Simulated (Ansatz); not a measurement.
Nb$_{3}$Ir:
```cif
data_IrNb3
_chemical_formula_sum 'Nb3 Ir1'
_space_group_name_H-M_alt 'P 1'
_space_group_IT_number 1
_cell_length_a 4.10172
_cell_length_b 4.10172
_cell_length_c 4.10172
_cell_angle_alpha 90.000
_cell_angle_beta 90.000
_cell_angle_gamma 90.000
loop_
_space_group_symop_operation_xyz
  'x, y, z'
loop_
_atom_site_label
_atom_site_type_symbol
_atom_site_fract_x
_atom_site_fract_y
_atom_site_fract_z
_atom_site_occupancy
Nb1 Nb 0.00000 0.50000 0.50000 1
Nb2 Nb 0.50000 0.50000 0.00000 1
Nb3 Nb 0.50000 0.00000 0.50000 1
Ir1 Ir 0.00000 0.00000 0.00000 1
```

This is the PBE-relaxed structure.

All from DFT-PBE in the program Ansatz with PAW potentials, unless another level is named. Estimate the density of states at the Fermi level.

1.0 states/eV per atom (mean over ±0.08 eV).

What about the formation energy from the elements (no fitted shifts)?

-0.12 eV/atom.

Space group Pm-3m (Cu3Au type). A made-up cell: these elements were put on the sites of a structure type; neither database checked (COD, Materials Project) lists it. COD files the formula under space group No. 223. Its standing as an ambient phase is unchecked. Symmetry was held in the PBE relaxation; whether a distortion lowers the energy is not shown. No spin polarisation was allowed. The references are the lowest solids computed at this level, not always the standard phases. Spin–orbit coupling is left out wherever it is not named.

Potentials: the earlier of the program's two PAW sets.
